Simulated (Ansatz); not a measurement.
Total density of states per atom from DFT-LDA in the program Ansatz with PAW potentials, in 0.25 eV bins, energy from the Fermi level:

```
E (eV) | states/eV/atom
    -7.85 | # 0.12
    -7.60 | # 0.14
    -7.35 | # 0.15
    -7.10 | # 0.17
    -6.85 | # 0.18
    -6.60 | # 0.21
    -6.35 | ## 0.24
    -6.10 | ## 0.30
    -5.85 | ### 0.40
    -5.60 | ##### 0.65
    -5.35 | ####### 1.04
    -5.10 | ######## 1.15
    -4.85 | ########### 1.56
    -4.60 | ############### 2.11
    -4.35 | ############# 1.84
    -4.10 | ############# 1.82
    -3.85 | ################ 2.33
    -3.60 | ################### 2.79
    -3.35 | ######################## 3.40
    -3.10 | ######################## 3.49
    -2.85 | ################ 2.28
    -2.60 | #################### 2.86
    -2.35 | ##################### 3.08
    -2.10 | ################### 2.77
    -1.85 | ############################## 4.31
    -1.60 | ############## 2.06
    -1.35 | ### 0.38
    -1.10 | ## 0.36
    -0.85 | ## 0.34
    -0.60 | ## 0.32
    -0.35 | ## 0.31
    -0.10 | ## 0.29
     0.15 | ## 0.29
     0.40 | ## 0.27
     0.65 | ## 0.27
     0.90 | ## 0.26
     1.15 | ## 0.26
     1.40 | ## 0.26
     1.65 | ## 0.25
     1.90 | ## 0.24
     2.15 | ## 0.22
     2.40 | # 0.21
     2.65 | # 0.20
     2.90 | # 0.19
     3.15 | # 0.17
     3.40 | # 0.16
     3.65 | # 0.15
     3.90 | # 0.13
     4.15 | # 0.17
     4.40 | ## 0.27
     4.65 | ## 0.28
```

### Question
Which of these materials gives this?
(A) Ir, fcc (Cu type)
(B) CuI, zinc blende
(C) Cu, fcc (Cu type)
(D) Al, fcc (Cu type)

### Answer
C, Cu, fcc (Cu type). Within 0.5 eV of the Fermi level: Cu 4s 42 %, Cu 3d 35 %, outside the projected shells 23 %. Projections are on Löwdin-orthogonalised atomic valence shells; empty p or d shells of many metals are not among them.

Space group Fm-3m (fcc (Cu type)). The cell was relaxed with LDA under the symmetry of its start. No spin polarisation was allowed.

Potentials: the earlier of the program's two PAW sets. The files were generated under PBE; for other functionals the program regenerates the frozen cores, and for LDA and PBEsol the local potential too.
